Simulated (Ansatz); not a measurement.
Theory: DFT PBE, scalar-relativistic, plane waves, PAW (Ansatz). Cutoff 420 eV, Γ-centred 8×8×8 mesh (5-atom cell), Gaussian smearing of 0.10 eV, collinear spin.

Formation energies are uncorrected and count from the elements' standard states at the same level.

Question: Suggest a trial structure for a cubic metal that holds S and 2 more elements, with a formation energy near −0.31 eV/atom, a density near 5.77 g/cm³ and a net moment near 0.4 μB per atom, in a cell of 5 atoms.

Answer: ZrTaS₃, space group Pm-3m (No. 221). Zr is surrounded by 12 S at 3.35 Å; Ta has 6 S at 2.37 Å; around S lie 2 Ta at 2.37 Å, 4 Zr at 3.35 Å and 8 S at 3.35 Å.

```yaml
crystal:
  lattice:
    - [4.73373, 0.00000, 0.00000]
    - [0.00000, 4.73373, 0.00000]
    - [0.00000, 0.00000, 4.73373]
  atoms:
    - { symbol: Zr, position: [0.00000, 0.00000, 0.00000] }
    - { symbol: Ta, position: [0.50000, 0.50000, 0.50000] }
    - { symbol: S, position: [0.00000, 0.50000, 0.50000] }
    - { symbol: S, position: [0.50000, 0.00000, 0.50000] }
    - { symbol: S, position: [0.50000, 0.50000, 0.00000] }
```

| Item | Value |
| --- | --- |
| Volume per atom | 21.21 Å³ |
| Density | 5.77 g/cm³ |
| Formation energy | −0.31 eV/atom |
| Gap on the 8×8×8 mesh of the 5-atom cell | 0 eV (a metal) |
| Net moment per atom | 0.35 μB |
| Moment by site | Zr 1.3 μB |

The cell was found from a structure generator's guess, not taken from experiment. The answer needn't be unique; the calculation gave this one.

These runs have no spin–orbit coupling, which can matter for Ta. The reference form of S is held partly by dispersion forces, which this level lacks. Another magnetic order may lie lower. Symmetry constrained the relaxation, so the result can be a saddle point. Site moments count only spheres around the atoms; the net moment includes the space between them.
